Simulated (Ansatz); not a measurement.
WS₂: strain energy, fitted

WS₂, P6_3/mmc, a = 3.115 Å, c = 11.777 Å. Ansatz: PBEsol+D3(BJ), PAW, 420 eV, Γ-centred 12×12×4 mesh on 6 atoms, Gaussian smearing 0.02 eV; no spin polarisation. Series: biaxial strain in the a-b plane, c and atoms relaxed; x is the strain in per cent. y is the free energy over the unstrained cell, V0 = 16.490 Å³/atom.

| x (%) | y (meV/atom) |
| --- | --- |
| -3.0 | 32.46 |
| -2.0 | 14.13 |
| -1.0 | 3.47 |
| 0.0 | 0.00 |
| 1.0 | 3.27 |
| 2.0 | ? |
| 3.0 | 28.48 |

**Question.** Fit y = c2 x² + c3 x³ to the other rows, turn c2 into a modulus, and predict the missing energy.

**Answer.** Least squares on the rows shown. y = 3.3853 x² − 0.073733 x³. In eV per unit strain² c2 is 33.85; M is the biaxial modulus (E = M V0 ε²): 33.85 × 160.2 / (16.490) = 329 GPa. At x = 2.0 the fit asked for gives 12.95 meV/atom. The run gave 12.89 meV/atom, so the fit is 0.06 meV/atom too high, a small miss on the scale of the series.

Spin–orbit coupling is left out, which can shift energies with elements as heavy as these.